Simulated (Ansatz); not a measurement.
Be$_{3}$N$_{2}$, first-principles data

Be3N2:
```
Be3N2
1.0
    1.40483     0.81108     4.79956
   -1.40483     0.81108     4.79956
    0.00000    -1.62215     4.79956
Be N
3 2
Direct
  0.14154   0.14154   0.14154
  0.68219   0.68219   0.68219
  0.91111   0.91111   0.91111
  0.79577   0.79577   0.79577
  0.29129   0.29129   0.29129
```

Space group R3m (No. 160); conventional cell a = b = 2.8097 Å, c = 14.3987 Å, α = β = 90.00°, γ = 120.00°.

Method: LDA (plane waves, PAW; program Ansatz). Structure relaxed to zero pressure with the same functional. Other levels are named where they apply.

**Cell and energy**

Volume per atom: 6.56 Å³
Density: 2.79 g/cm³
Formation energy from the elements (no fitted shifts): -1.26 eV/atom

**Electronic structure**

Band gap: 2.74 eV (indirect)
Valence-band maximum: at Γ
Conduction-band minimum: at F (3 equivalent valleys)
Smallest direct gap on the standard path: 3.85 eV
Electron effective mass: 0.23, 0.35, 0.59 mₑ (principal values)
Hole effective mass, band 1 of 2 at the edge: 1.0 along x, 2.2 along z (mₑ)
Hole effective mass, band 2 of 2 at the edge: 0.33 along x, 2.2 along z (mₑ)

**Dielectric response**

* **Electronic dielectric constant ε∞ (DFPT)**: 4.53 (xx = yy), 5.05 (zz)
* **Static dielectric constant ε0 (ions relaxed, cell fixed)**: 11.7 (xx = yy), 14.5 (zz)
* **Born charges (a third of the trace)**: Be +1.62 to +1.85, N -2.72 to -2.39 e
* **Largest static χ(2) component**: 6.0 pm/V

**Phonons**

Highest zone-centre frequency (without LO–TO term): 962 cm⁻¹
Zone-centre stability: no imaginary mode at Γ

The workflow started from a Materials Project entry (that database holds measured and hypothetical structures alike); the Crystallography Open Database copy checked does not list it. COD files the formula under space group No. 206. Whether it is the stable phase at ambient conditions was not checked. Symmetry was held in the LDA relaxation. The references are the lowest solids computed at this level, not always the standard phases (solids in place of the gases).

Potentials: the later of the program's two PAW sets.
